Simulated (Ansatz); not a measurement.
**MoS₂ — 97Mo NMR of the central transition**

Cell: a COD entry, its atoms then relaxed with PBE in this cell.

```cif
data_MoS2
_symmetry_space_group_name_H-M 'P6_3/mmc'
_symmetry_Int_Tables_number 194
_cell_length_a 3.1690
_cell_length_b 3.1690
_cell_length_c 12.3240
_cell_angle_alpha 90.000
_cell_angle_beta 90.000
_cell_angle_gamma 120.000
loop_
_atom_site_label
_atom_site_type_symbol
_atom_site_symmetry_multiplicity
_atom_site_Wyckoff_symbol
_atom_site_fract_x
_atom_site_fract_y
_atom_site_fract_z
Mo Mo 2 c 0.3333 0.6667 0.2500
S S 4 f 0.3333 0.6667 0.6233
```

One atom of each set is listed.

The numbers come from a DFT calculation in Ansatz (r2SCAN, plane waves and PAW, scalar-relativistic, collinear spin, 500 eV cutoff, Γ-centred 11×11×3 k-points, Fermi–Dirac smearing 0.02 eV). Start moments as typed (μB): 2 on each Mo, none on the rest.

97Mo has I = 5/2 and Q = 255.0 mb (Pyykkö 2018); at 23.5 T its Larmor frequency is ν₀ = 66.9 MHz (from the bare nuclear moment; shielding lowers the observed one by a per cent or two). Only the quadrupole interaction is simulated: positions count from each site's isotropic chemical shift, and shift anisotropy, dipolar and J coupling are left out.

Question: Give C_Q, η, the quadrupolar product P_Q = |C_Q|(1 + η²/3)^½, the second-order isotropic shift and the breadth of the pattern (static powder) for each Mo site.

Answer: 

| site | first shell | C_Q (MHz) | η | P_Q (MHz) | δ_QIS (ppm) | breadth (kHz) |
| --- | --- | --- | --- | --- | --- | --- |
| Mo | 6 S at 2.41 Å | -47.5 | 0.00 | 47.5 | -3028 | 1055 |

δ_QIS = −(ν_Q²/30ν₀²)[I(I+1) − 3/4](1 + η²/3) × 10⁶ ppm with ν_Q = 3|C_Q|/[2I(2I−1)]; it falls as 1/B₀² in ppm, and the breadth as 1/B₀ in kHz.

An axis of threefold or higher order runs through Mo, so V_zz lies along it and η is zero.

The program didn't check the stability of this electronic state in full, so a lower one may lie near. Without spin–orbit coupling (the program notes it for Mo) the gradients can shift somewhat, as the gap is small. The start moments die out, and the run ends without spin.

Hardware: 4 threads of Intel Xeon 6975P-C (Granite Rapids) (x86_64; 16 cores open to the job, memory cap 8.0 GiB, no GPU), a shared host with a load of 0.1 a core. Wall time 9.4 s, CPU time 33 s, peak memory 0.89 GiB.
